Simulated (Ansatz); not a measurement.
Rb2HgF4 in space group I4/mmm (No. 139; Rb on 4e, Hg on 2a, F on 4e, F on 4c), plane-wave PAW LDA (Ansatz code). The conduction-band minimum lies at Γ, with 1 equivalent valley. Second derivatives d²E/dk² of the lowest band at one valley (eV·Å²), along Cartesian directions:

```
direction  d²E/dk²
---------  -------
[100]        12.73
[010]        12.73
[001]        13.38
[110]        12.73
[101]        13.06
[011]        13.06
```

Problem. Find the principal effective masses, the density-of-states mass and the conductivity mass.

Solution. Off-diagonal terms follow from H_xy = H[110] − (H_xx + H_yy)/2, and m*/mₑ = 7.620 eV·Å² over each eigenvalue: 0.57, 0.60, 0.60. One valley's DOS mass (m₁m₂m₃)^(1/3) = 0.59, conductivity mass 3/(Σ 1/mᵢ) = 0.59 mₑ.

Problem. What effective density of states Nc follows at 300 K for parabolic valleys?

Solution. Nc = 2.509e19 × 1 × (0.59)^(3/2) ≈ 1.1e19 cm⁻³.

The workflow started from a Materials Project entry (that database holds measured and hypothetical structures alike); the Crystallography Open Database copy checked does not list it. Its standing as an ambient phase is unchecked. Symmetry was held in the LDA relaxation; of distortions, only those at the zone centre were tested, and some modes there are weakly imaginary. Scalar-relativistic: spin–orbit coupling is off unless named, which matters more the heavier the elements.

Potentials: the later of the program's two PAW sets.

Edges and masses are those of Kohn–Sham bands, whose gap is no quasiparticle gap.
